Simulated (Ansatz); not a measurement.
The start is a generated trial cell of WC in the CoSn structure type. The structure is fully relaxed (lattice and positions, P = 0) with r2SCAN (plane waves to 500 eV, PAW, scalar-relativistic; Ansatz, an electronic-structure program). The first steps use a coarse 5×5×5 k-mesh.

Initial structure:
```
WC
1.0
    5.64808     0.00000     0.00000
   -2.82404     4.89138     0.00000
    0.00000     0.00000     4.55752
W C
3 3
Direct
  0.50000   0.00000   0.00000
  0.50000   0.50000   0.00000
  0.00000   0.50000   0.00000
  0.00000   0.00000   0.00000
  0.33333   0.66667   0.50000
  0.66667   0.33333   0.50000
```

**Question.** How much energy is released per atom?

**Answer.** 2.20 eV/atom.

**Question.** How does the volume change?

**Answer.** -41.3 %, from 20.99 to 12.33 Å³/atom.

**Question.** Is the relaxed structure metallic? Give its gap.

**Answer.** No gap (metallic).

**Question.** Write out the relaxed structure.

**Answer.** 
```cif
data_C3W3
_chemical_formula_sum 'W3 C3'
_space_group_name_H-M_alt 'P6/mmm'
_space_group_IT_number 191
_space_group_name_Hall '-P 6 2'
_cell_length_a 5.24763
_cell_length_b 5.24763
_cell_length_c 3.10174
_cell_angle_alpha 90.000
_cell_angle_beta 90.000
_cell_angle_gamma 120.000
loop_
_atom_site_label
_atom_site_type_symbol
_atom_site_symmetry_multiplicity
_atom_site_Wyckoff_symbol
_atom_site_fract_x
_atom_site_fract_y
_atom_site_fract_z
_atom_site_occupancy
W1 W 3 f 0.00000 0.50000 0.00000 1
C1 C 1 a 0.00000 0.00000 0.00000 1
C2 C 2 d 0.33333 0.66667 0.50000 1
```

The space group stays P6/mmm (No. 191) (the run could not lower it), with 6 atoms in the primitive cell. Final values are on a 10×10×15 k-mesh of the relaxed cell. No spin polarisation in the result.

The run could not lower the symmetry of its start; a shaken copy of this end point relaxes with r2SCAN to P-6m2 (No. 187), 1.33 eV/atom lower.

The relaxed structure here is a generated cell of WC: the first start was made by placing the elements on the sites of a structure type, and the end was not matched to a known phase here, so it may be hypothetical. Known forms of WC include space group No. 187.
